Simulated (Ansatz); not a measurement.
Rb2TiSi3O9: Coordination and ¹⁷O quadrupole coupling

Cell: a computed structure from the Materials Project (it need not be an observed phase), atoms as given.

```cif
data_Rb2TiSi3O9
_symmetry_space_group_name_H-M 'P6_3/m'
_symmetry_Int_Tables_number 176
_cell_length_a 7.0022
_cell_length_b 7.0022
_cell_length_c 10.1043
_cell_angle_alpha 90.000
_cell_angle_beta 90.000
_cell_angle_gamma 120.000
loop_
_atom_site_label
_atom_site_type_symbol
_atom_site_symmetry_multiplicity
_atom_site_Wyckoff_symbol
_atom_site_fract_x
_atom_site_fract_y
_atom_site_fract_z
Rb Rb 4 f 0.6667 0.3333 0.9400
Ti Ti 2 b 0.0000 0.0000 0.0000
Si Si 6 h 0.7616 0.1405 0.2500
O13 O 12 i 0.2076 0.9601 0.8870
O25 O 6 h 0.0845 0.5856 0.7500
```

One atom of each set is listed.

Computed with Ansatz: DFT, PBE, plane waves and PAW, scalar-relativistic, 420 eV cutoff, Γ-centred 4×4×3 k-points, Fermi–Dirac smearing 0.02 eV.

Q(¹⁷O) = -25.58 mb.

(1) Order the O environments from the weakest to the strongest quadrupole coupling.
A. O25: 2 Si at 1.66–1.68 Å, angle 134°; also 2 Rb at 3.19 Å
B. O13: 1 Si at 1.62 Å, 1 Ti at 1.98 Å, angle 146°; also 2 Rb at 3.01–3.14 Å

## Answers

(1) B (3.73 MHz, η = 0.08), A (5.08 MHz, η = 0.38).

At O13 V_zz points along the shorter of its two bonds, to Si (within 8°). At O25 V_zz runs parallel to the line that joins its two neighbours (within 1°).
